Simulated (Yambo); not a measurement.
A BSE run in Yambo for SiO$_{2}$ (space group I-42d, No. 122) (PBEsol bands; 6×6×6 mesh, 8 valence and 5 conduction bands, static screening with 49 bands and a 3 Ry block, scissor 2.99 eV, Tamm-Dancoff; field along x) gives:

```tsv
state	energy (eV)	states within 2 meV	relative strength	class
1	7.69	2	< 0.01	dark
2	8.19	1	< 0.01	dark
3	8.42	2	0.01	weak
4	8.59	1	< 0.01	dark
5	8.60	1	< 0.01	dark
```

Axes are Cartesian, with cell vectors (Å) (-2.48, 2.48, 3.66), (2.48, -2.48, 3.66), (2.48, 2.48, -3.66).

**Question.** What changes when the window shrinks to 8 valence and 2 conduction bands?

**Answer.** The lowest state goes from 7.691 eV to 7.731 eV, and its distance below the direct gap from 1.225 eV to 1.184 eV. These are vertical excitations (zero momentum). The scissor comes from a G0W0 run whose convergence isn't established.

Geometry of the Materials Project entry, not relaxed at this level; primitive cell a = b = c = 5.063 Å, α = β = 121.42°, γ = 87.56°.

This is not the ordinary phase of the substance; no match was found in the copy of COD used, and its stability was not checked.
